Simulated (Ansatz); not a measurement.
A distorted cell of Co (hcp, Mg type):

```xyz
2
Lattice="2.4573 0.0000 0.0000 -1.2286 2.1281 0.0000 0.0000 0.0000 3.9686" Properties=species:S:1:pos:R:3 pbc="T T T"
Co     0.0000     1.4187     2.9765
Co     1.1455     0.6262     0.9090
```

The numbers are results of PBEsol (plane waves to 420 eV, PAW, scalar-relativistic; Ansatz, a quantum-chemistry and plane-wave program), not measurements. k mesh 17×17×10 (Γ-centred), Fermi-Dirac smearing 0.05 eV. The energy includes the smearing's −TS. Stress and pressure are positive under compression. With partly filled bands, energies and forces of such displacements shift with the k mesh and the smearing. Co was relaxed with its symmetry unable to fall. Relaxed Co ends ferromagnetic. The magnetic order is the one the run started from; other orders were not tried.

Task: What forces act on the atoms (eV/Å, Cartesian)?

Result: 
```json
[
 {"atom": "Co1", "Fx": "-0.228", "Fy": "-0.247", "Fz": "-0.719"},
 {"atom": "Co2", "Fx": "0.228", "Fy": "0.247", "Fz": "0.719"}
]
```

Task: Give the stress tensor in GPa and the pressure.

Result: 
```
   -0.9     -2.1      1.0
   -2.1      3.0      1.1
    1.0      1.1      3.1
```
The pressure, a third of the trace, is 1.7 GPa.

Task: In it atom 2 sits (-0.083, -0.083, -0.083) Å away from its relaxed site. What is its energy relative to the relaxed cell?

Result: 48 meV/cell.

(A displaced cell: forces are minus the slopes of the energy, force constants its curvatures, and phonons follow from these.)
